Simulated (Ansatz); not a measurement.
# Ba₃Tl₂Au₃: reading a single point

```
Ba Au Tl
1.0
     3.18449    5.51570    0.00000
    -3.18449    5.51570    0.00000
    -3.18449    1.83856    7.14694
Ba Au Tl
3 3 2
Cartesian
  0.0000 3.6771 3.5735
  -3.1845 5.5157 1.7431
  0.0000 7.3543 5.4038
  0.0000 5.5157 0.0000
  -1.5922 2.7578 0.0000
  1.5922 2.7578 0.0000
  -3.1845 5.5157 5.2980
  0.0000 7.3543 1.8489
```

Single point in Ansatz 0.2.0 with r2SCAN, no spin polarisation. Cutoff 500 eV, PAW datasets, 5×5×5 Γ-centred k mesh, cold filling (width 0.0231 eV).

**Stress.** The pressure is 3.5 GPa (compression positive), so with the atoms held at these fractions the cell would first expand; the forces are large, so a full relaxation may end otherwise. The principal stresses 2.6, 2.6, 5.3 GPa differ, so its shape would change too.
**Forces.** The largest is on Tl7 (and as large on other atoms): 3.24 eV/Å, components (0.00, 0.00, -3.24). It makes 135° with the line to a nearest neighbour, Au4 at 2.61 Å, pointing away from it.
**Charges.** Bader charges in e: Ba +1.20, Tl -0.72, Au -0.72. In the mean Ba gives up most and Tl takes most.
**At the Fermi level.** It is a metal, with about 4.3 states/eV a cell as the mean within 0.25 eV of the Fermi level.
**Formation energy.** -0.38 eV an atom against the elements' usual phases (free molecules for gases, crystals otherwise, with no correction for O₂ or N₂), so it is bound against them; other compounds may still compete. Relaxing would lower it.

Origin: a known structure type with other elements, at an estimated volume, so it need not be a known compound. Caveats: atoms or cell far from equilibrium.
